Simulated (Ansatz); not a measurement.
Infrared lines of transverse zone-centre modes from the program Ansatz at the LDA level (PAW):

```csv
ω (cm⁻¹),relative intensity
190,86
215,1.4
312,29
313,3.4
631,100
703,50
```

**Question.** Which of these materials gives this?
A. TaN, rock salt
B. LiTaO3, P4mm (Ta on 1b, Li on 1a, O on 1b, O on 2c)
C. HfO2, fluorite
D. MgO, rock salt

**Answer.** B, LiTaO3, P4mm (Ta on 1b, Li on 1a, O on 1b, O on 2c)

The start of the workflow was typed in or built on a structure type; neither database checked (COD, Materials Project) lists it. It is not the phase usual at ambient conditions (space group No. 161). Symmetry was held in the LDA relaxation. At this level the phase is dynamically unstable (imaginary phonons). No spin polarisation was allowed. Scalar-relativistic: spin–orbit coupling is off unless named, which matters more the heavier the elements.

Potentials: the earlier of the program's two PAW sets.
